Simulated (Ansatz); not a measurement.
TiO₂:
```cif
data_O8Ti4
_chemical_formula_sum 'Ti4 O8'
_space_group_name_H-M_alt 'I41/amd :1'
_space_group_IT_number 141
_space_group_name_Hall 'I 4bw 2bw -1bw'
_cell_length_a 3.77769
_cell_length_b 3.77769
_cell_length_c 9.58404
_cell_angle_alpha 90.000
_cell_angle_beta 90.000
_cell_angle_gamma 90.000
loop_
_atom_site_label
_atom_site_type_symbol
_atom_site_symmetry_multiplicity
_atom_site_Wyckoff_symbol
_atom_site_fract_x
_atom_site_fract_y
_atom_site_fract_z
_atom_site_occupancy
Ti1 Ti 4 a 0.00000 0.00000 0.00000 1
O1 O 8 e 0.00000 0.00000 0.20726 1
```
(The calculation used a cell of 6 atoms; values per cell refer to that cell.)

Relaxed with r²SCAN. Plane-wave PAW r²SCAN (Ansatz code) gives a gap of 2.53 eV.

Task: What gap does HSE06 give on the same cell (Ansatz, PAW)?

Result: 3.64 eV, 1.11 eV more. The hybrid was solved on a coarser mesh and at special points; the gap given is the minimum over both.

| k | v1 r²SCAN | c1 r²SCAN | v1 HSE06 | c1 HSE06 |
|---|---|---|---|---|
| Γ | -0.48 | 2.53 | -0.48 | 3.64 |
| M | -0.12 | 2.87 | -0.11 | 4.04 |
| X | -0.05 | 3.71 | ___ | ___ |
| P | -0.24 | 3.93 | ___ | ___ |
| N | -0.68 | 3.65 | -0.72 | 4.91 |
| S0 | -0.84 | 3.63 | ___ | ___ |
| R | -0.09 | 3.68 | ___ | ___ |

Task: Top valence (v1) and lowest conduction level (c1) in eV from each method's valence maximum (which need not be a listed point): supply the withheld HSE06 values.

Result: 
- X, v1 HSE06: -0.06
- X, c1 HSE06: 4.99
- P, v1 HSE06: -0.25
- P, c1 HSE06: 5.23
- S0, v1 HSE06: -0.91
- S0, c1 HSE06: 4.85
- R, v1 HSE06: -0.10
- R, c1 HSE06: 4.96

Cost on shared cores: the r²SCAN run (SCF on a 10×10×10 mesh, then bands and DOS) around 2.1 core-minutes (rough), the HSE06 run (SCF on 6×6×6, then a few points) very roughly 9 core-minutes; the tasks are unlike.

Space group I4_1/amd (anatase). The cell was relaxed with r²SCAN under the symmetry of its start. The run is not spin-polarised.

Potentials: the later of the program's two PAW sets.
